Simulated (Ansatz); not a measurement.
The elements of this relaxed trial crystal are hidden behind letters.

```
lattice vectors (Å)
   1.3588    0.7845   11.1099
  -1.3588    0.7845   11.1099
   0.0000   -1.5690   11.1099
fractional positions
X 0.0999 0.0999 0.0999
X 0.9001 0.9001 0.9001
Z 0.2989 0.2989 0.2989
Z 0.7011 0.7011 0.7011
Z 0.5000 0.5000 0.5000
```

Computed with DFT PBE, scalar-relativistic, plane waves, PAW in Ansatz 0.2.0. The final run on the 5-atom cell used 420 eV, a Γ-centred 18×18×18 mesh, 0.10 eV smearing and no spin polarisation.

- Space group: R-3m (No. 166)
- Conventional cell: a = 2.718 Å, c = 33.330 Å
- Volume per atom: 14.21 Å³
- Density: 18.20 g/cm³
- Energy over the elements: −0.01 eV/atom
- Gap on the 18×18×18 mesh of the 5-atom cell: 0 eV (a metal)

Energies are uncorrected and count from the elements' standard states at the same level.

Task: X is a d-block element of period 5 and Z is a d-block element of period 6. Which elements are they?

Result: X = Ru, Z = Ir, so the formula is Ir3Ru2. Density times volume gives a mean mass of 18.20 × 14.21/1.6605 = 155.7 u per atom, and this set has 155.8 u. Ru is surrounded by 6 Ir at 2.69–2.72 Å and 6 Ru at 2.72 Å; Ir on a site of symmetry 3m has 3 Ru at 2.69 Å and 9 Ir at 2.72–2.78 Å; around Ir on a site of symmetry -3m lie 6 Ir at 2.72 Å and 6 Ru at 2.72 Å. Other sets within the hints have nearly the same mass, so mass alone doesn't settle it; this one was computed.

Spin–orbit coupling, which can matter for Ir, is left out. A structure relaxed within its symmetry needn't be a true minimum.
